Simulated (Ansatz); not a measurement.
# Run times of several calculations on Sb2Pt

Cell: 12 atoms, space group Pa-3, a = 6.441 Å, b = 6.441 Å, c = 6.441 Å, α = 90.00°, β = 90.00°, γ = 90.00°.

All runs are DFT with Ansatz 0.2.0 on 1 thread of Intel Xeon Platinum 8259CL CPU @ 2.50GHz (Skylake/Cascade Lake) (x86_64; 16 cores open to the job, memory cap 3.0 GiB, no GPU), a shared host.

Problem. Rank the runs by wall time, shortest first.
A. relaxation of the ions, PBE, 420 eV, 5×5×5 k-points, smearing 0.05 eV
B. single point at relaxed positions, r2SCAN, 500 eV, 5×5×5 k-points, smearing 0.05 eV
C. single point, PBE, 420 eV, 5×5×5 k-points, smearing 0.05 eV
D. single point at relaxed positions, PBE with spin–orbit coupling, 420 eV, 5×5×5 k-points, smearing 0.05 eV

Solution. C (25 s, 0.76 GiB), B (44 s, 1.2 GiB), A (68 s, 0.76 GiB), D (4.1 min, 1.9 GiB).
